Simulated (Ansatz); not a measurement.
A trial cell of Si4BW, before relaxation:

```xyz
6
Lattice="3.8269 0.0000 0.0000 0.0000 3.8269 0.0000 0.0000 0.0000 5.7572" Properties=species:S:1:pos:R:3 pbc="T T T"
Si    0.8666    0.8666    0.0000
Si    2.9602    2.9602    0.0000
Si    2.9602    0.8666    0.0000
Si    0.8666    2.9602    0.0000
B     1.9134    1.9134    0.0000
W     0.0000    0.0000    2.8786
```

These are results of DFT PBE, scalar-relativistic, plane waves, PAW in Ansatz, not measurements. Cutoff 420 eV, Gaussian smearing, Γ-centred meshes. Cell and atoms relax first on a coarse mesh and then on a finer one. In between, the cell is made exact in the group found at 0.06 Å. In metals the finer mesh still leaves noise of several meV/atom or more. The steps can't lower the symmetry of their start. No spin polarisation.

A guess keeps its type if space group and coordination stay and the shape of the cell changes little (axis ratios within about 15 %, angles within 6°); the volume may change.

**Question.** Does it keep its structure type, or change into something else?

**Answer.** It doesn't keep its type. The symmetry stays P4/mmm (No. 123). The volume per atom grows by 12.1 %, from 14.1 to 15.8 Å³. The shortest distance goes from 1.48 Å (Si–B) to 1.96 Å (Si–B). The ratio c/a of the conventional cell changes by a factor of 0.36. Counting neighbours within 15 % of an atom's shortest distance, the start has B 4, Si 1, W 8 and the end B 4, Si 1, W 8. In detail, at the end around Si lie 1 B at 1.96 Å and 2 W at 2.50 Å; B is surrounded by 4 Si at 1.96 Å; W has 8 Si at 2.50 Å and 2 W at 3.04 Å.

Space group P4/mmm (No. 123). a = 5.572 Å, b = 5.572 Å, c = 3.045 Å, α = 90.00°, β = 90.00°, γ = 90.00°
```json
{"atom": "Si", "site": "4j", "symmetry": "m.2m", "x": "0.2517", "y": "0.2517", "z": "0.0000"}
{"atom": "B", "site": "1c", "symmetry": "4/mmm", "x": "0.5000", "y": "0.5000", "z": "0.0000"}
{"atom": "W", "site": "1b", "symmetry": "4/mmm", "x": "0.0000", "y": "0.0000", "z": "0.5000"}
```

The last run used an 8×8×12 mesh (in the run's order of axes) for its 6-atom cell and Gaussian smearing of 0.10 eV. These runs have no spin–orbit coupling, which can matter for W. The cell is a metal run without spin; a magnetic state may lie lower. Symmetry constrained the relaxation, so the result can be a saddle point. Another cell of Si4BW relaxed alike, in P4/m, lies 244 meV/atom lower, so this cell isn't the stable form at this level.
